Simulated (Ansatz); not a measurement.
A distorted cell of GaSb (zinc blende):

```yaml
crystal:
  lattice:
    - [0.00000, 6.13244, 6.13244]
    - [3.06622, 0.00000, 3.06622]
    - [3.06622, 3.06622, 0.00000]
  atoms:
    - { symbol: Sb, position: [0.36992, 0.73983, 0.78050] }
    - { symbol: Sb, position: [0.87500, 0.75000, 0.75000] }
    - { symbol: Ga, position: [0.00000, 0.00000, 0.00000] }
    - { symbol: Ga, position: [0.50000, 0.00000, 0.00000] }
```

Computed with r2SCAN (plane waves to 500 eV, PAW, scalar-relativistic; Ansatz, an electronic-structure program). k mesh 11×11×11 (Γ-centred), Fermi-Dirac smearing 0.05 eV. The energy includes the smearing's −TS. Stress and pressure are positive under compression. GaSb was relaxed with its symmetry unable to fall. Spin-orbit coupling is left out, though Sb is heavy.

### Question
Predict the force on every atom, in eV/Å.

### Answer
| atom | Fx | Fy | Fz |
|---|---|---|---|
| Sb1 | -0.474 | -0.414 | 0.474 |
| Sb2 | 0.042 | -0.017 | -0.042 |
| Ga3 | 0.114 | -0.070 | -0.114 |
| Ga4 | 0.318 | 0.501 | -0.318 |

### Question
Give the stress tensor in GPa and the pressure.

### Answer
```
   0.12    -0.51     0.50
  -0.51     0.10     0.51
   0.50     0.51     0.12
```
The pressure, a third of the trace, is 0.12 GPa.

### Question
In it atom 1 sits (0.062, 0.062, -0.062) Å away from its relaxed site. What is its energy relative to the relaxed cell?

### Answer
45 meV/cell.

(For displaced atoms, the force is minus the slope of the energy, and its curvature is a force constant, which sets phonon frequencies.)
